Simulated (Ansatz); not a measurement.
Computed with DFT PBE, scalar-relativistic, plane waves, PAW in Ansatz 0.2.0. Settings: cutoff 420 eV, Γ-centred meshes spaced at most about 0.3 Å⁻¹, and about 0.25 Å⁻¹ or finer for metals (2π included), Gaussian smearing. Collinear spin in cells that started with moments and kept them past the coarse steps, no spin elsewhere.

All energies are static (0 K, no zero-point motion).

Two relaxed structures of Tl3Sb2Mo:

A. (site moments under 0.1 μB) Space group P4/mmm (No. 123), tetragonal, a = 3.843 Å, c = 10.726 Å. Tl on a site of symmetry 4mm is surrounded by 1 Tl at 2.93 Å, 4 Mo at 3.09 Å, 4 Sb at 3.09 Å and 5 Tl at 3.84–3.90 Å; Tl on a site of symmetry 4/mmm has 8 Sb at 3.65 Å and 6 Tl at 3.84–3.90 Å; Sb has 1 Mo at 2.93 Å, 4 Tl at 3.09 Å, 4 Tl at 3.65 Å and 4 Sb at 3.84 Å; Mo is surrounded by 2 Sb at 2.93 Å, 8 Tl at 3.09 Å and 4 Mo at 3.84 Å.

B. (site moments Sb -0.1 (×2); Mo 3.1 μB) Space group P6/mmm (No. 191), hexagonal, a = 5.883 Å, c = 6.130 Å. Tl is surrounded by 4 Tl at 2.94 Å and 4 Sb at 3.50 Å; Sb is surrounded by 3 Mo at 3.40 Å, 3 Sb at 3.40 Å and 6 Tl at 3.50 Å; Mo has 6 Sb at 3.40 Å.

Problem. Which form is favoured at zero pressure, and by what margin per atom?

Solution. A is lower, by 0.35 eV/atom. A has space group P4/mmm (No. 123), 26.4 Å³/atom and no gap on its mesh; B has space group P6/mmm (No. 191), 30.6 Å³/atom and no gap. Counting Sb atoms around Mo and Tl (those within 1.25 times the shortest such distance or 1.15 times the sum of covalent radii; the shortest distance is added where it is long for a bond; a slash parts the counts of unlike sites), A has Tl 4/8 from 3.6 Å, Mo 2 and B has Tl 4 from 3.5 Å, Mo 6. Their magnetic states differ too. The denser one is the lower, and pressure would at first widen the difference. Even the lower one lies +0.49 eV/atom against the reference forms of the elements (uncorrected), so neither is stable at this level. Both come from invented guesses.

These runs have no spin–orbit coupling, which can matter for Sb and Tl. The magnetic state reached may not be the lowest. Cells relaxed within their symmetry can be saddle points. Some structure types and database cells were kept out of the candidates from the start, so a known form may be missing.
